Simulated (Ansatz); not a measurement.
Os (hcp (Mg type), space group No. 194) is relaxed with DFT-PBEsol in the program Ansatz with PAW potentials. What lattice parameters of the conventional cell result?

a = 2.728 Å, c = 4.309 Å.

Space group P6_3/mmc (hcp (Mg type)). The cell was relaxed with PBEsol under the symmetry of its start. The run is not spin-polarised. Axis ratios of metals converge slowly with the k-mesh, so a and c are less sure than the volume. Scalar-relativistic: spin–orbit coupling is off unless named, which matters more the heavier the elements.

Potentials: the later of the program's two PAW sets.
